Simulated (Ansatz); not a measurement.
GeBCN in space group R3m (No. 160; B on 3a, N on 3a, Ge on 3a, C on 3a), plane-wave PAW r²SCAN (Ansatz code). The conduction-band minimum lies at F, with 3 equivalent valleys. Second derivatives d²E/dk² of the lowest band at one valley (eV·Å²), along Cartesian directions:

| direction | d²E/dk² |
|---|---|
| [100] | 21.57 |
| [010] | 22.65 |
| [001] | 25.09 |
| [110] | 21.18 |
| [101] | 17.59 |
| [011] | 20.56 |

Question: Find the principal effective masses, the density-of-states mass and the conductivity mass.

Answer: Off-diagonal terms follow from H_xy = H[110] − (H_xx + H_yy)/2, and m*/mₑ = 7.620 eV·Å² over each eigenvalue: 0.25, 0.33, 0.47. One valley's DOS mass (m₁m₂m₃)^(1/3) = 0.34, conductivity mass 3/(Σ 1/mᵢ) = 0.33 mₑ.

Question: What effective density of states Nc follows at 300 K for parabolic valleys?

Answer: Nc = 2.509e19 × 3 × (0.34)^(3/2) ≈ 1.5e19 cm⁻³.

The start of the workflow was typed in or built on a structure type; neither database checked (COD, Materials Project) lists it. Whether it is the stable phase at ambient conditions was not checked. The cell was relaxed with r²SCAN under the symmetry of its start; whether a distortion lowers the energy is not shown. The volume moved by -16 % from the start of the relaxation. Scalar-relativistic: spin–orbit coupling is off unless named, which matters more the heavier the elements.

Potentials: the earlier of the program's two PAW sets.

Edges and masses are those of Kohn–Sham bands, whose gap is no quasiparticle gap.
